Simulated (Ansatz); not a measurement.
# ZrS: moving Zr off its site

ZrS, Fm-3m, a = 5.250 Å (as given, not relaxed at this level: -6.5 GPa). The structure is a COD entry; whether it is the stable form wasn't checked. Ansatz: PBEsol, PAW, 420 eV, Γ-centred 16×16×16 mesh on 2 atoms, Gaussian smearing 0.15 eV; no spin polarisation.

```yaml
crystal:
  lattice:
    - [0.00000, 2.62500, 2.62500]
    - [2.62500, 0.00000, 2.62500]
    - [2.62500, 2.62500, 0.00000]
  atoms:
    - { symbol: Zr, position: [0.00000, 0.00000, 0.00000] }
    - { symbol: S, position: [0.50000, 0.50000, 0.50000] }
```

Atom 1 (Zr) moves by x along the unit vector (1.000, 0.000, 0.000), with its periodic images; all else is held. y is the free energy of the cell over the start, F the force along the path summed over the moved atoms. Symmetry makes y even in x.

| x (Å) | y (meV) | F (eV/Å) |
| --- | --- | --- |
| -0.5000 | ? | ? |
| -0.2500 | 173.3 | 1.69 |
| 0.0000 | 0.0 | 0.00 |
| 0.0625 | 8.5 | -0.28 |
| 0.1250 | 36.2 | -0.62 |
| 0.1875 | 88.1 | -1.06 |
| 0.3125 | 302.4 | -2.48 |
| 0.3750 | 490.3 | -3.58 |
| 0.4375 | 755.6 | -4.96 |

Problem. Fit y = c2 x² + c4 x⁴ to the energies of the other rows, give the force constant, and predict energy and force of the missing row.

Solution. Least squares on the rows shown. y = 2202.2 x² + 9123.9 x⁴. The force constant is 2 c2 = 4.40 eV/Å², for the cell as given, at -6.5 GPa (for all images moving together, not for a lone atom). With two atoms in a cubic cell this is the optical mode at Γ (in a metal it hangs on mesh and smearing): ω = 521.5 √(2 c2/μ) = 225 cm⁻¹ for μ = 23.72 u. The force −dy/dx at the missing row is 6.76 eV/Å (computed 6.71). At x = -0.5000 the fit asked for gives 1120.8 meV. The run gave 1118.1 meV, so the fit is 2.7 meV too high, a small miss on the scale of the series.